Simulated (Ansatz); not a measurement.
LaN:
```
CELL_PARAMETERS angstrom
      4.15665     0.00000     0.00000
     -2.07832     3.59976     0.00000
      0.00000     0.00000     5.85871
ATOMIC_POSITIONS crystal
  La 0.33333 0.66667 0.99471
  La 0.66667 0.33333 0.49471
  N  0.33333 0.66667 0.41529
  N  0.66667 0.33333 0.91529
```

Tensor components refer to the Cartesian frame of this cell.

**Question.** Give the proper piezoelectric stress tensor with relaxed ions from DFT-r²SCAN in the program Ansatz with PAW potentials.

**Answer.** In C/m², rows x, y, z, Voigt columns; mesh uncertainty up to 0.01.
```
 0.00   0.00   0.00   0.00  -0.12   0.00
 0.00   0.00   0.00  -0.12   0.00   0.00
-0.14  -0.14   1.98   0.00   0.00   0.00
```

The elastic tensor of the same run (GPa):

|  | 1 | 2 | 3 | 4 | 5 | 6 |
|---|---|---|---|---|---|---|
| 1 | 131 | 101 | 80.5 | 0.0 | 0.0 | 0.0 |
| 2 | 101 | 131 | 80.5 | 0.0 | 0.0 | 0.0 |
| 3 | 80.5 | 80.5 | 81.1 | 0.0 | 0.0 | 0.0 |
| 4 | 0.0 | 0.0 | 0.0 | 40.2 | 0.0 | 0.0 |
| 5 | 0.0 | 0.0 | 0.0 | 0.0 | 40.2 | 0.0 |
| 6 | 0.0 | 0.0 | 0.0 | 0.0 | 0.0 | 14.6 |

**Question.** Convert to strain constants d = e·S.

**Answer.** In pC/N:
```
  0.0    0.0    0.0    0.0   -3.0    0.0
  0.0    0.0    0.0   -3.0    0.0    0.0
-29.1  -29.1   82.2    0.0    0.0    0.0
```

Space group P6_3mc. The first step of the workflow began from a Materials Project structure, measured or hypothetical; the Crystallography Open Database copy checked does not list it. COD files the formula under space group No. 225. Its standing as an ambient phase is unchecked. The cell was relaxed with r²SCAN under the symmetry of its start; its stability against distortions is not shown here. Signs of piezoelectric constants follow the polarity of the cell as given. Spin–orbit coupling is left out wherever it is not named.

Potentials: the later of the program's two PAW sets.
